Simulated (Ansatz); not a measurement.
Here is the system:

Ti2Te2P:
```yaml
crystal:
  lattice:
    - [1.82544, 1.05392, 9.95093]
    - [-1.82544, 1.05392, 9.95093]
    - [0.00000, -2.10784, 9.95093]
  atoms:
    - { symbol: Ti, position: [0.62227, 0.62227, 0.62227] }
    - { symbol: Ti, position: [0.37773, 0.37773, 0.37773] }
    - { symbol: Te, position: [0.22837, 0.22837, 0.22837] }
    - { symbol: Te, position: [0.77163, 0.77163, 0.77163] }
    - { symbol: P, position: [0.00000, 0.00000, 0.00000] }
```

This is the r²SCAN-relaxed structure.

Question: All from r²SCAN in the plane-wave PAW code Ansatz, unless another level is named. Predict the electronic character.

Answer: metallic (no gap).

Question: And the density of states at the Fermi level?

Answer: 0.39 states/eV per atom (mean over ±0.08 eV).

Question: And the formation energy from the elements (no fitted shifts)?

Answer: -1.03 eV/atom.

Space group R-3m. The first step of the workflow began from a Materials Project structure, measured or hypothetical; the Crystallography Open Database copy checked does not list it. Whether it is the stable phase at ambient conditions was not checked. Symmetry was held in the r²SCAN relaxation; whether a distortion lowers the energy is not shown. The run is not spin-polarised. A crystal of weakly bound layers computed without a dispersion correction: the cell and the soft elastic constants depend strongly on that. With an odd number of electrons in the cell and no spin polarisation, the count alone makes it a metal. The references are the lowest solids computed at this level, not always the standard phases. Scalar-relativistic: spin–orbit coupling is off unless named, which matters more the heavier the elements.

Potentials: the earlier of the program's two PAW sets.
